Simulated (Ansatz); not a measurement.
BAs (zinc blende)

```yaml
crystal:
  lattice:
    - [0.00000, 2.40468, 2.40468]
    - [2.40468, 0.00000, 2.40468]
    - [2.40468, 2.40468, 0.00000]
  atoms:
    - { symbol: As, position: [0.75000, 0.75000, 0.75000] }
    - { symbol: B, position: [0.00000, 0.00000, 0.00000] }
```

E(V) scan at fixed shape, V₀ the volume above. Symmetry pins the atoms to their sites.

All values below come from PBE (plane waves to 420 eV, PAW, scalar-relativistic; Ansatz, an electronic-structure program). k mesh 12×12×12 (Γ-centred), Fermi-Dirac smearing 0.05 eV. E stands for the smeared free energy. BAs was relaxed with its symmetry unable to fall. The PAW data are Ansatz's earlier set. ΔE is measured from the relaxed starting cell.

```
V (Å³/atom)  ΔE (meV/atom)
-----------  -------------
11.680               195.6
12.125               117.6
12.570                62.3
13.015                26.1
13.460                 6.2
13.905                 0.0
14.350                 5.5
14.795                21.0
15.240                44.8
15.685                75.8
16.130               112.7
```

Problem. What is the fitted pressure derivative B₀′?

Solution. 4.1.

Problem. What bulk modulus B₀ follows from a third-order Birch-Murnaghan fit?

Solution. 131 GPa. Check by three points about V = 13.905 Å³/atom, step 0.445: d²E/dV² ≈ (6.2 − 2·0.0 + 5.5) meV / 0.445² = 0.0591 eV/Å⁶, and V·d²E/dV² × 160.2 = 132 GPa.

(A scan under strain: stresses follow from slopes of the energy per volume, elastic moduli from its curvatures.)
